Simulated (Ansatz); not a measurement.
Ti2S:
Space group Pnnm (No. 58); a = 11.3343 Å, b = 13.9905 Å, c = 3.3154 Å, α = β = γ = 90.00°

| atom | site | symmetry | x | y | z |
|---|---|---|---|---|---|
| Ti | 4g | ..m | 0.0889 | 0.2567 | 0.0000 |
| Ti | 4g | ..m | 0.1187 | 0.5775 | 0.0000 |
| Ti | 4g | ..m | 0.1897 | 0.7913 | 0.0000 |
| Ti | 4g | ..m | 0.4699 | 0.3894 | 0.0000 |
| Ti | 4g | ..m | 0.5895 | 0.0792 | 0.0000 |
| Ti | 4g | ..m | 0.1530 | 0.0198 | 0.0000 |
| S | 4g | ..m | 0.4339 | 0.2060 | 0.0000 |
| S | 4g | ..m | 0.2459 | 0.4109 | 0.0000 |
| S | 4g | ..m | 0.1856 | 0.1490 | 0.5000 |

Relaxed with r²SCAN.

Question: Which orbitals make up the states near the Fermi level in plane-wave PAW r²SCAN (Ansatz code)?

Answer: Within 0.5 eV of the Fermi level: Ti 3d 90 %. Projections are on Löwdin-orthogonalised atomic valence shells; empty p or d shells of many metals are not among them.

Question: Tabulate the density of states.

Answer: States/eV per cell of 36 atoms, in 0.25 eV bins, energy from the Fermi level.

```
E (eV)  total  Ti 3d   S 3p  Ti 4s
------  -----  -----  -----  -----
-7.85   10.24   1.36   6.42   1.91
-7.60   15.36   2.09   9.85   2.61
-7.35   22.40   3.14  14.70   3.38
-7.10   24.50   3.66  16.75   2.95
-6.85   18.99   3.01  13.22   1.88
-6.60   22.92   3.96  16.52   1.58
-6.35   18.86   3.29  13.87   0.99
-6.10   20.90   3.88  15.30   0.98
-5.85   26.35   5.26  19.47   0.81
-5.60   30.69   6.29  22.82   0.67
-5.35   18.63   4.12  13.71   0.33
-5.10   22.12   5.19  16.11   0.34
-4.85   14.60   3.25  10.77   0.24
-4.60    9.01   1.98   6.74   0.11
-4.35    3.35   0.77   2.47   0.04
-4.10    3.61   0.82   2.70   0.03
-3.85    1.94   0.42   1.48   0.01
-3.60    0.00   0.00   0.00   0.00
-3.35    0.02   0.01   0.00   0.01
-3.10    1.11   0.45   0.09   0.45
-2.85    3.39   1.51   0.33   1.29
-2.60    3.62   1.69   0.30   1.33
-2.35   11.45   6.26   0.83   3.46
-2.10   20.01  13.61   0.99   4.29
-1.85   22.49  18.01   0.67   2.38
-1.60   41.81  33.72   1.17   3.75
-1.35   39.89  32.43   1.01   2.93
-1.10   35.70  30.19   0.79   1.86
-0.85   26.93  23.37   0.47   1.03
-0.60   31.40  28.12   0.65   0.71
-0.35   27.49  25.00   0.60   0.48
-0.10   24.77  22.27   0.62   0.59
0.15    19.25  17.33   0.55   0.42
0.40    17.08  15.34   0.62   0.30
0.65    21.74  19.56   0.74   0.37
0.90    28.04  25.17   0.94   0.48
1.15    34.18  30.49   1.23   0.64
1.40    36.08  32.30   1.34   0.66
1.65    41.38  37.18   1.50   0.76
```

The workflow started from a Materials Project entry (that database holds measured and hypothetical structures alike); the Crystallography Open Database files this formula in space group No. 58, but the cells were not matched. Its standing as an ambient phase is unchecked. The cell was relaxed with r²SCAN under the symmetry of its start; whether a distortion lowers the energy is not shown. The run is not spin-polarised.

Potentials: the later of the program's two PAW sets.
